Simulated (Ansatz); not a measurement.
C:
```cif
data_C4
_chemical_formula_sum 'C4'
_space_group_name_H-M_alt 'P63/mmc'
_space_group_IT_number 194
_space_group_name_Hall '-P 6c 2c'
_cell_length_a 2.46487
_cell_length_b 2.46487
_cell_length_c 6.75513
_cell_angle_alpha 90.000
_cell_angle_beta 90.000
_cell_angle_gamma 120.000
loop_
_atom_site_label
_atom_site_type_symbol
_atom_site_symmetry_multiplicity
_atom_site_Wyckoff_symbol
_atom_site_fract_x
_atom_site_fract_y
_atom_site_fract_z
_atom_site_occupancy
C1 C 2 b 0.00000 0.00000 0.25000 1
C2 C 2 c 0.33333 0.66667 0.25000 1
```

Relaxed at zero pressure with PBE+D3(BJ) in the plane-wave PAW code Ansatz.

Task: The volume is raised by 6 % and shape and atoms relax at that volume. What pressure results, and how do the axes share the change?

Result: -1.3 GPa; a 0.1 %, b 0.1 %, c 5.8 %; the energy rises by 2 meV/atom.

Task: Give the new structure.

Result: 
Space group P6₃/mmc (No. 194); a = 2.468 Å, b = 2.468 Å, c = 7.144 Å, α = 90.00°, β = 90.00°, γ = 120.00°

```
atom  site  symmetry       x       y       z
----  ----  --------  ------  ------  ------
C       2b      -6m2  0.0000  0.0000  0.2500
C       2c      -6m2  0.3333  0.6667  0.2500
```

The phase is kept; no other phase was compared at this pressure.

Space group P6_3/mmc (graphite). The cell was relaxed with PBE+D3(BJ) under the symmetry of its start.

Potentials: the later of the program's two PAW sets.
